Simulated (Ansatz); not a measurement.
NbC:
```yaml
crystal:
  lattice:
    - [0.00000, 2.22485, 2.22485]
    - [2.22485, 0.00000, 2.22485]
    - [2.22485, 2.22485, 0.00000]
  atoms:
    - { symbol: Nb, position: [0.00000, 0.00000, 0.00000] }
    - { symbol: C, position: [0.50000, 0.50000, 0.50000] }
```

Relaxed with PBEsol. Special points in fractions of this cell's reciprocal vectors: Γ (0.000, 0.000, 0.000); X (0.500, 0.000, 0.500); U (0.625, 0.250, 0.625); K (0.375, 0.375, 0.750); L (0.500, 0.500, 0.500); W (0.500, 0.250, 0.750).

### Question
List the band energies nearest the Fermi level at these points for PBEsol in the plane-wave PAW code Ansatz.

### Answer
In eV from the Fermi level; about four levels below and three above (degenerate sets whole), none deeper than 8.9 eV; … stands for higher levels left out; points with the same levels are listed once.

| k | below | above |
|---|---|---|
| Γ | -1.32 -1.32 -1.32 -0.17 -0.17 -0.17 | … |
| X | -4.25 -3.81 -1.26 -1.26 | 2.08 3.36 3.36 |
| U | -5.19 -4.20 -3.49 -0.28 | 2.59 3.55 5.74 |
| L | -7.63 -5.16 -5.16 | 2.23 2.23 3.69 |
| W | -4.66 -4.39 -4.39 | 1.61 1.61 3.37 |

Space group Fm-3m (rock salt). The cell was relaxed with PBEsol under the symmetry of its start; of distortions, only those at the zone centre were tested. The run is not spin-polarised. Spin–orbit coupling is left out wherever it is not named.

Potentials: the later of the program's two PAW sets.
